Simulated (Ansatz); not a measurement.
The relaxed structure here is a generated cell of Ti: the first start was made by placing the elements on the sites of a structure type, and the end was not matched to a known phase here, so it may be hypothetical. Known forms of Ti include space group No. 194.

A relaxed cell of Ti (I4/mmm (No. 139)), relaxed on a k-mesh at least as fine as the one used below. The numbers are results of r2SCAN (plane waves to 500 eV, PAW, scalar-relativistic; Ansatz, an electronic-structure program), not measurements. Γ-centred k-mesh 14×7×13 on the run's cell (coarser than for final values), Fermi–Dirac smearing 0.05 eV.

```xyz
2
Lattice="-1.6956 1.6956 1.4965 3.3913 -3.3913 2.9930 1.6956 1.6956 -1.4965" Properties=species:S:1:pos:R:3 pbc="T T T"
Ti     0.0000     0.0000     0.0000
Ti     1.6956    -1.6956     1.4965
```

The atoms are displaced by (Å):

```
atom      ux     uy      uz
----  ------  -----  ------
Ti1    0.025  0.014  -0.007
Ti2   -0.113  0.086   0.027
```

### Question
What forces (eV/Å) and pressure result?

### Answer
```tsv
atom	Fx	Fy	Fz
Ti1	-0.12	0.23	-0.16
Ti2	0.12	-0.23	0.16
```

Pressure +0.1 GPa.

The undisplaced cell is probably no minimum: from this displacement the run went on to P6₃/mmc (No. 194), 0.12 eV/atom below it.

No spin polarisation in the result.
